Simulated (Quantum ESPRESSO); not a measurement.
# Strain and stress in Hf2GaTiO7F

These are calculations, not measurements. They come from pw.x of Quantum ESPRESSO 7.5, a plane-wave density functional program, with PseudoDojo standard norm-conserving files (v0.5 for PBE, v0.4.1 for LDA and PBEsol). The cells are made up: elements, strain and atom displacements were drawn at random, and nothing was relaxed. There is no spin polarisation, spin-orbit coupling or dispersion term.

The hafnium file is less sure than the others, with forces about 3 percent (worst 6) and pressure in oxides about 1.5 GPa (worst 2.7) from a second method in checks, which no rerun with the same files tests.

The cell has 12 sites of a fluorite lattice. Sites 1 to 4 hold Hf Hf Ga Ti; sites 5 to 12 hold O O O O O O O F. Cell vectors in Å: (5.123, -0.004, 0.020); (-0.004, 5.010, 0.058); (0.020, 0.058, 5.037). Settings: PBE, cutoff 1143 eV, 4 x 4 x 5 k mesh shifted by half a step, Fermi-Dirac smearing of 0.025 eV.

Each run adds a strain along z to one cell, with the atoms carried along; the vectors above are those of run 3. Stress is positive in tension and P is minus a third of its trace. E is the free energy for each atom above the lowest run shown. The last column is band 50 less band 49 at Gamma, from a band step after each run.

| run | strain (%) | s_xx (GPa) | s_yy (GPa) | s_zz (GPa) | s_xy (GPa) | P (GPa) | E (meV/atom) | level step at Gamma (eV) |
| --- | --- | --- | --- | --- | --- | --- | --- | --- |
| 1 | -2.20 | 7.86 | -3.00 | -9.79 | -1.11 | 1.64 | 6.05 | 0.538 |
| 2 | -0.89 | 8.80 | -1.68 | -3.19 | -0.98 | -1.31 | 0.31 | 0.556 |
| 4 | 0.30 | 9.54 | -0.61 | 2.46 | -0.86 | -3.80 | 0.00 | 0.545 |
| 5 | 0.69 | 9.76 | -0.28 | 4.25 | -0.82 | -4.58 | 0.88 | 0.539 |
| 6 | 1.03 | 9.95 | 0.00 | 5.77 | -0.79 | -5.24 | 2.01 | 0.533 |
| 7 | 2.39 | 10.60 | 1.02 | 11.65 | -0.67 | -7.76 | 9.96 | 0.512 |
| 3 | -0.01 | ? | ? | ? | ? | ? | ? | ? |

A rerun of one of these cells at 1437 eV and k mesh 6 x 6 x 7 moved values by no more than 0.002 eV in the cell's energy, 0.06 GPa in stress and 0.007 eV/Å in force.

## Worked fit

A parabola through the six runs shown gives s_zz = 1.06 + 4.69 e - 0.110 e² GPa, with e in per cent and a scatter of 0.01 GPa. The slope is a stiffness of 469 ± 1 GPa for each unit of this strain at e = 0. The atoms are clamped, and relaxing them would in general lower it. The error is the larger of the fit's own and the change that a cubic makes, rounded up.

## Withheld run

Question: what s_zz should run 3 give?

The fit gives 1.01 GPa. The calculation gave 1.02 GPa.

```
run  strain (%)  s_xx (GPa)  s_yy (GPa)  s_zz (GPa)  s_xy (GPa)  P (GPa)  E (meV/atom)  level step at Gamma (eV)
  3       -0.01        9.36       -0.88        1.02       -0.89    -3.17         -0.33                     0.549
```